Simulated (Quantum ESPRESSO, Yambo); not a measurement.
For Cs₂KYCl₆ (space group Fm-3m, No. 225), Yambo gives the independent-particle static dielectric constant along x as 2.91 on PBEsol bands and 2.5 after a scissor of 2.58 eV widens every gap (2×2×2 mesh, 255 bands, 3 Ry local-field block, 0.2 eV broadening).

**Question.** A scissor keeps the position matrix elements. In a one-oscillator model, how does ε − 1 scale, and what mean transition energy do the two values imply?

**Answer.** Each transition adds |r|²/E to ε − 1, so ε − 1 ∝ 1/(E0 + Δ). Then (2.5 − 1)/(2.91 − 1) = E0/(E0 + Δ) = 0.785, and E0 = Δ(ε' − 1)/(ε − ε') = 9.4 eV. The computed Im ε, weighted by 1/E up to 20 eV, has its mean at 9.7 eV; the smallest direct PBEsol gap is 4.96 eV. The scissor comes from a G0W0 run whose convergence isn't established. Convergence of the RPA response with its 2×2×2 mesh was not tested.

Bands from Quantum ESPRESSO.

Geometry of the Materials Project entry, not relaxed at this level; primitive cell a = 8.029 Å, b = 8.029 Å, c = 8.029 Å, α = 60.00°, β = 60.00°, γ = 60.00°.

The structure is a Materials Project entry; no match was found in the copy of COD used, and its stability was not checked.
